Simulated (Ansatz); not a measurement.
## BaSr₃O₄: consecutive steps of a trajectory

All numbers below come from Ansatz, DFT PBEsol, scalar-relativistic, plane waves, PAW. The runs took a 420 eV cutoff, a shifted (0.5, 0.5, 0.5 steps) 2×2×2 mesh and Fermi–Dirac smearing (0.1 eV). The mesh is coarse. No spin polarisation.

16 atoms, starting at 1.04 times the perfect crystal's volume (space group Pm-3m, the cell as given, not relaxed at this level); Langevin thermostat and barostat at 1200 K (friction 0.02 fs⁻¹), target pressure 0 GPa; 40 steps of 4 fs. The run is short and not equilibrated. The steps keep the starting cell's plane waves. The time step is on the long side.

Positions in Å, velocities in 0.01 Å/fs, forces in eV/Å; dE is the potential energy from the first frame shown.

```xyz
16
Lattice="-5.3849 5.3849 0.0000 0.0000 5.3849 -5.3849 -5.3849 0.0000 -5.3849" Properties=species:S:1:pos:R:3:v100:R:3:forces:R:3 pbc="T T T" time_fs=52.00 dE_eV=0.0000 T_K=1412
Ba   -8.0429    8.1136   -7.9668   -0.1322    0.4243    0.1840   -0.0297    1.0114   -1.0028
Ba   -2.6132    2.6901   -2.7476   -0.0713   -0.0187   -0.5132    0.4277   -0.3583   -0.0016
Sr   -2.5809    5.4574   -5.1668    0.4690   -0.6461    0.1318   -0.1572   -0.3935   -0.7621
Sr   -8.1417    5.4205   -5.4938    0.6640   -0.0772    0.1687    0.7929   -0.5003    1.1577
Sr   -5.4517    7.9975   -5.7039   -0.4139   -0.1587   -0.0487    0.3690    0.0049    1.7063
Sr   -5.4510    2.6054   -5.4371   -0.2209   -0.2140   -0.1126   -0.0825    1.4236    0.4012
Sr   -5.1926    5.5568   -2.8737    0.0133    0.7853   -0.4361   -1.4336   -0.6887   -0.3842
Sr   -5.3163    5.4469   -8.2697    0.5864   -0.4165   -0.5173    0.2621   -0.6257    0.6491
O     0.2057    2.6184   -3.1534    1.6456    1.2025   -0.9841   -0.5525    0.5644    0.7565
O    -5.1526    2.8197   -2.6360    0.5076    0.4585    0.2738   -0.1515   -0.7517   -0.7560
O    -2.7558    5.4970   -2.4644   -1.3847    0.3078   -1.3039    0.6838   -0.5221   -1.1110
O    -2.3274   -0.1023   -2.9588   -0.5654    0.4120   -0.2643   -1.0226    0.8054    0.4534
O    -2.6387    2.4209    0.1014    0.6592   -0.7819   -0.5711    0.1916    0.3804   -0.7719
O    -2.6039    2.9017   -5.4057    0.3175   -0.1809   -0.9401   -0.1742   -0.3687    0.3466
O    -5.6447    5.2172   -5.3725    0.1254   -0.9730   -0.2908    0.7630    0.4641   -0.7481
O    -0.0433    0.2440    0.1006   -0.7575    0.6387    0.0230    0.1138   -0.4453    0.0669
16
Lattice="-5.3823 5.3823 0.0000 0.0000 5.3823 -5.3823 -5.3823 0.0000 -5.3823" Properties=species:S:1:pos:R:3:v100:R:3:forces:R:3 pbc="T T T" time_fs=56.00 dE_eV=0.0312 T_K=1273
Ba   -8.0427    8.1269   -7.9548   -0.0488    0.4341    0.2212    0.1481    0.8438   -1.2122
Ba   -2.6143    2.6876   -2.7654   -0.0471   -0.0412   -0.4423    0.3107   -0.2912    0.1626
Sr   -2.5649    5.4323   -5.1606    0.2637   -0.4749    0.0528   -0.2898   -0.2292   -0.7611
Sr   -8.1124    5.4132   -5.4859    0.6071   -0.1611    0.0892    0.6717   -0.5292    0.8120
Sr   -5.4640    7.9876   -5.7000   -0.3275   -0.1463    0.0989    0.5581    0.0260    1.4746
Sr   -5.4589    2.5958   -5.4360   -0.3068   -0.2012    0.0380   -0.0648    1.5404    0.4018
Sr   -5.1916    5.5820   -2.8892   -0.0866    0.6074   -0.4073   -1.4074   -0.7822   -0.3237
Sr   -5.2927    5.4339   -8.2903    0.4673   -0.1075   -0.7094    0.3388   -0.6249    0.7277
O     0.2720    2.6684   -3.1815    1.6367    1.3517   -0.5085   -0.8811    0.4910    0.6725
O    -5.1279    2.8302   -2.6343    0.6019    0.1348   -0.2488   -0.1677   -0.7341   -0.7268
O    -2.8133    5.5068   -2.5154   -1.5332    0.3071   -1.2577    0.8849   -0.5862   -0.7449
O    -2.3494   -0.0887   -2.9633   -0.5896    0.2724   -0.0508   -0.9929    0.8690    0.2882
O    -2.6083    2.3856    0.0689    0.7921   -0.9035   -1.0499    0.1593    0.5403   -0.7693
O    -2.5994    2.8971   -5.4482   -0.1407    0.0061   -1.2771   -0.0855   -0.4747    0.6382
O    -5.6204    5.1826   -5.3872    0.9300   -0.6152   -0.5652    0.5659    0.6072   -0.6846
O    -0.0607    0.2659    0.0969   -0.0962    0.4360   -0.2062    0.2516   -0.6661    0.0449
16
Lattice="-5.3799 5.3799 0.0000 0.0000 5.3799 -5.3799 -5.3799 0.0000 -5.3799" Properties=species:S:1:pos:R:3:v100:R:3:forces:R:3 pbc="T T T" time_fs=60.00 dE_eV=0.0708 T_K=1026
Ba   -8.0422    8.1364   -7.9443   -0.1060    0.2245    0.1232    0.3339    0.6841   -1.4026
Ba   -2.6152    2.6832   -2.7777   -0.0617   -0.1174   -0.2344    0.2086   -0.2242    0.2954
Sr   -2.5536    5.4091   -5.1571    0.2413   -0.5602    0.0025   -0.4226   -0.0799   -0.7975
Sr   -8.0860    5.4018   -5.4767    0.5248   -0.2844    0.2397    0.5598   -0.5342    0.5173
Sr   -5.4724    7.9776   -5.6949   -0.2120   -0.1713    0.0219    0.7256    0.0442    1.2048
Sr   -5.4649    2.5905   -5.4321   -0.1171   -0.0015    0.0339    0.0050    1.6348    0.3786
Sr   -5.1924    5.6019   -2.9012   -0.0691    0.5134   -0.2544   -1.4143   -0.8399   -0.2611
Sr   -5.2701    5.4266   -8.3112    0.5461   -0.1333   -0.5184    0.4337   -0.6328    0.8490
O     0.3270    2.7159   -3.1971    1.0845    1.0712   -0.3628   -1.1796    0.4012    0.5229
O    -5.1059    2.8386   -2.6457    0.3732    0.3523   -0.3650   -0.2247   -0.7119   -0.6121
O    -2.8687    5.5149   -2.5695   -1.2705    0.2162   -1.4628    1.1220   -0.6348   -0.3869
O    -2.3826   -0.0777   -2.9503   -1.1133    0.2813    0.6041   -0.9168    0.9082    0.0565
O    -2.5773    2.3578    0.0183    0.6933   -0.4178   -1.4713    0.0886    0.6937   -0.7118
O    -2.6027    2.8929   -5.4895   -0.0713   -0.1619   -0.8775    0.0369   -0.5793    0.9372
O    -5.5720    5.1601   -5.4078    1.3276   -0.3703   -0.5727    0.2903    0.7556   -0.5738
O    -0.0633    0.2860    0.0953   -0.0268    0.5490    0.1209    0.3536   -0.8849   -0.0160
16
Lattice="-5.3789 5.3789 0.0000 0.0000 5.3789 -5.3789 -5.3789 0.0000 -5.3789" Properties=species:S:1:pos:R:3:v100:R:3:forces:R:3 pbc="T T T" time_fs=64.00 dE_eV=0.0578 T_K=844
Ba   -8.0445    8.1454   -7.9391   -0.0778    0.2948    0.0596    0.4780    0.5437   -1.4928
Ba   -2.6156    2.6773   -2.7852    0.0182   -0.1510   -0.1637    0.1474   -0.1522    0.3922
Sr   -2.5460    5.3836   -5.1576    0.1128   -0.6600   -0.0733   -0.4931    0.1302   -0.8591
Sr   -8.0674    5.3904   -5.4639    0.3294   -0.2384    0.3450    0.4643   -0.4957    0.2607
Sr   -5.4743    7.9706   -5.6902    0.0682   -0.1044    0.1553    0.8400    0.0426    0.9527
Sr   -5.4707    2.5917   -5.4299   -0.2186    0.0836    0.0238    0.0818    1.6704    0.3643
Sr   -5.1956    5.6184   -2.9144   -0.1377    0.3587   -0.4305   -1.3571   -0.8824   -0.1840
Sr   -5.2491    5.4229   -8.3274    0.4593    0.0013   -0.3644    0.4663   -0.6206    0.9668
O     0.3593    2.7553   -3.2129    0.5140    0.9134   -0.4688   -1.3277    0.3169    0.4083
O    -5.0884    2.8574   -2.6614    0.4454    0.6182   -0.4315   -0.3293   -0.6684   -0.4960
O    -2.8988    5.5223   -2.6258   -0.2478    0.2056   -1.3403    1.2402   -0.6204   -0.0965
O    -2.4217   -0.0557   -2.9243   -0.8494    0.8094    0.6428   -0.8062    0.8312   -0.1789
O    -2.5470    2.3466   -0.0351    0.7870   -0.1112   -1.1849    0.0016    0.7521   -0.5797
O    -2.6000    2.8752   -5.5106    0.1924   -0.6998   -0.2125    0.1252   -0.6268    1.0571
O    -5.5188    5.1575   -5.4404    1.2535    0.2979   -1.0897    0.0426    0.8425   -0.4214
O    -0.0584    0.3063    0.0955    0.2840    0.4501   -0.1195    0.4261   -1.0629   -0.0939
16
Lattice="-5.3782 5.3782 0.0000 0.0000 5.3782 -5.3782 -5.3782 0.0000 -5.3782" Properties=species:S:1:pos:R:3:v100:R:3:forces:R:3 pbc="T T T" time_fs=68.00 dE_eV=-0.0439 T_K=918
Ba   -8.0470    8.1574   -7.9364   -0.1012    0.3584    0.0250    0.5337    0.3859   -1.4874
Ba   -2.6134    2.6697   -2.7886    0.0730   -0.2108   -0.0253    0.0948   -0.0604    0.4681
Sr   -2.5420    5.3550   -5.1574    0.0692   -0.7301    0.0487   -0.5032    0.3772   -0.9374
Sr   -8.0520    5.3820   -5.4440    0.3823   -0.1463    0.6089    0.3375   -0.4471    0.0242
Sr   -5.4710    7.9610   -5.6831    0.0638   -0.3240    0.1569    0.9223    0.0611    0.6885
Sr   -5.4728    2.5983   -5.4269    0.0816    0.2641    0.0913    0.1714    1.5982    0.3804
Sr   -5.2017    5.6318   -2.9251   -0.1964    0.3478   -0.1245   -1.1501   -0.9285   -0.0723
Sr   -5.2376    5.4221   -8.3384    0.0813   -0.0069   -0.2407    0.4552   -0.5935    1.0309
O     0.3709    2.7905   -3.2346    0.0720    0.8515   -0.6419   -1.3285    0.2136    0.3591
O    -5.0750    2.8802   -2.6896    0.1760    0.5498   -0.9803   -0.4678   -0.6202   -0.3639
O    -2.9033    5.5173   -2.6730   -0.0037   -0.4079   -1.0190    1.1926   -0.5112    0.0664
O    -2.4650   -0.0330   -2.8980   -1.3120    0.3071    0.6317   -0.6472    0.6899   -0.3541
O    -2.5135    2.3537   -0.0801    0.8607    0.4753   -1.0462   -0.0947    0.6957   -0.4031
O    -2.5977    2.8456   -5.5123   -0.0843   -0.7627    0.0850    0.2000   -0.6189    1.0044
O    -5.4620    5.1746   -5.4817    1.5287    0.5922   -0.9873   -0.1360    0.8616   -0.2431
O    -0.0376    0.3147    0.0864    0.7514   -0.0334   -0.3447    0.4200   -1.1036   -0.1607
16
Lattice="-5.3773 5.3773 0.0000 0.0000 5.3773 -5.3773 -5.3773 0.0000 -5.3773" Properties=species:S:1:pos:R:3:v100:R:3:forces:R:3 pbc="T T T" time_fs=72.00 dE_eV=-0.1673 T_K=918
Ba   -8.0524    8.1719   -7.9328   -0.2347    0.4332    0.0910    0.5474    0.2140   -1.4122
Ba   -2.6085    2.6655   -2.7897    0.1501    0.0221   -0.0530    0.0043    0.0155    0.5457
Sr   -2.5390    5.3238   -5.1538    0.0593   -0.7783    0.0863   -0.4908    0.6432   -1.0117
Sr   -8.0350    5.3770   -5.4171    0.3962   -0.0559    0.6837    0.1790   -0.4258   -0.1910
Sr   -5.4661    7.9484   -5.6723    0.1380   -0.2363    0.3318    0.9778    0.0999    0.4135
Sr   -5.4714    2.6104   -5.4227   -0.0596    0.3597    0.0763    0.2801    1.4189    0.4316
Sr   -5.2067    5.6473   -2.9287   -0.0929    0.4751   -0.0765   -0.9306   -0.9970    0.0480
Sr   -5.2342    5.4223   -8.3471    0.0413    0.0666   -0.2627    0.4478   -0.5320    1.0805
O     0.3639    2.8144   -3.2585   -0.4069    0.3535   -0.5771   -1.2270    0.1022    0.3806
O    -5.0700    2.8924   -2.7244    0.0152    0.0866   -0.7690   -0.5863   -0.5668   -0.2552
O    -2.9041    5.5028   -2.7002   -0.0685   -0.2497   -0.3582    1.0974   -0.3642    0.1080
O    -2.5213   -0.0240   -2.8761   -1.5032    0.1273    0.4256   -0.4595    0.5842   -0.4498
O    -2.4756    2.3810   -0.1196    0.9957    0.8921   -0.9031   -0.2142    0.5637   -0.2035
O    -2.5993    2.8196   -5.4973   -0.0085   -0.5059    0.5952    0.2654   -0.5770    0.8255
O    -5.4165    5.2083   -5.5215    0.6875    1.1298   -1.0276   -0.2373    0.8150   -0.0558
O    -0.0120    0.3097    0.0771    0.5215   -0.2004   -0.1282    0.3464   -0.9937   -0.2541
16
Lattice="-5.3765 5.3765 0.0000 0.0000 5.3765 -5.3765 -5.3765 0.0000 -5.3765" Properties=species:S:1:pos:R:3:v100:R:3:forces:R:3 pbc="T T T" time_fs=76.00 dE_eV=-0.2623 T_K=1043
Ba   -8.0618    8.1874   -7.9276   -0.2954    0.3991    0.1088    0.5711    0.0555   -1.2841
Ba   -2.6041    2.6680   -2.7905    0.0492    0.1250   -0.0061   -0.0788    0.0522    0.6016
Sr   -2.5374    5.2920   -5.1519    0.0040   -0.7683   -0.0314   -0.4889    0.8813   -1.0279
Sr   -8.0179    5.3711   -5.3914    0.3999   -0.1965    0.5568    0.0465   -0.3671   -0.3888
Sr   -5.4559    7.9437   -5.6544    0.3319    0.0590    0.5143    0.9798    0.1080    0.1071
Sr   -5.4740    2.6254   -5.4169   -0.1076    0.4061    0.1736    0.4367    1.2052    0.4836
Sr   -5.2130    5.6643   -2.9274   -0.2555    0.4158    0.1218   -0.6566   -1.0695    0.1508
Sr   -5.2337    5.4232   -8.3542   -0.0569    0.0173   -0.1551    0.4124   -0.4263    1.1696
O     0.3454    2.8248   -3.2767   -0.4988    0.1776   -0.3492   -1.0624    0.0050    0.4504
O    -5.0649    2.9011   -2.7595    0.1857    0.3859   -0.9965   -0.7175   -0.4728   -0.1788
O    -2.8912    5.4960   -2.7056    0.6641   -0.0381    0.0610    0.8909   -0.2364    0.0688
O    -2.5889   -0.0139   -2.8612   -1.8715    0.3666    0.2925   -0.2426    0.4641   -0.5026
O    -2.4372    2.4097   -0.1607    0.8885    0.5523   -1.1265   -0.3749    0.4958    0.0193
O    -2.5969    2.8033   -5.4740    0.1169   -0.2861    0.5026    0.3100   -0.5339    0.5718
O    -5.3762    5.2569   -5.5615    1.2776    1.3267   -0.9906   -0.3172    0.6936    0.1584
O     0.0001    0.3013    0.0758    0.0784   -0.2026    0.0432    0.2915   -0.8547   -0.3992
```

What is the next frame? The thermostat's random kicks make it one of many possible.

```xyz
16
Lattice="-5.3765 5.3765 0.0000 0.0000 5.3765 -5.3765 -5.3765 0.0000 -5.3765" Properties=species:S:1:pos:R:3:v100:R:3:forces:R:3 pbc="T T T" time_fs=80.00 dE_eV=-0.3130 T_K=1007
Ba   -8.0723    8.2023   -7.9218   -0.2321    0.3442    0.1867    0.5511   -0.0856   -1.1563
Ba   -2.6024    2.6724   -2.7922    0.0334    0.0918   -0.0776   -0.1212    0.0609    0.6002
Sr   -2.5413    5.2662   -5.1584   -0.1999   -0.5191   -0.2921   -0.4899    1.0367   -0.9688
Sr   -8.0043    5.3590   -5.3734    0.2752   -0.4051    0.3381   -0.0568   -0.2545   -0.5503
Sr   -5.4396    7.9438   -5.6321    0.4786   -0.0569    0.5909    0.9285    0.0993   -0.1893
Sr   -5.4778    2.6396   -5.4104   -0.0766    0.2967    0.1507    0.6242    0.9739    0.5110
Sr   -5.2231    5.6729   -2.9210   -0.2399    0.0094    0.2028   -0.3597   -1.0912    0.2183
Sr   -5.2371    5.4210   -8.3646   -0.1148   -0.1234   -0.3598    0.3417   -0.3149    1.3365
O     0.3114    2.8399   -3.2855   -1.1696    0.5613   -0.0807   -0.8231   -0.1330    0.5472
O    -5.0584    2.9102   -2.8021    0.1219    0.0847   -1.1250   -0.8673   -0.3191   -0.1094
O    -2.8707    5.5055   -2.6968    0.3321    0.5206    0.3722    0.6264   -0.1663   -0.0182
O    -2.6589   -0.0026   -2.8491   -1.5933    0.1828    0.3115    0.0178    0.3379   -0.5330
O    -2.4043    2.4365   -0.2020    0.7367    0.7863   -0.9098   -0.5384    0.4773    0.2453
O    -2.5874    2.7852   -5.4524    0.3591   -0.6086    0.5447    0.3307   -0.4703    0.3193
O    -5.3286    5.3099   -5.6049    1.0958    1.3007   -1.1468   -0.3950    0.5273    0.4089
O     0.0095    0.2843    0.0860    0.3847   -0.6239    0.4389    0.2309   -0.6785   -0.6615
```

Cost: 1 run of about 7.2 core-minutes (earlier runs that led there not counted), on Arm Neoverse V2 (shared hosts).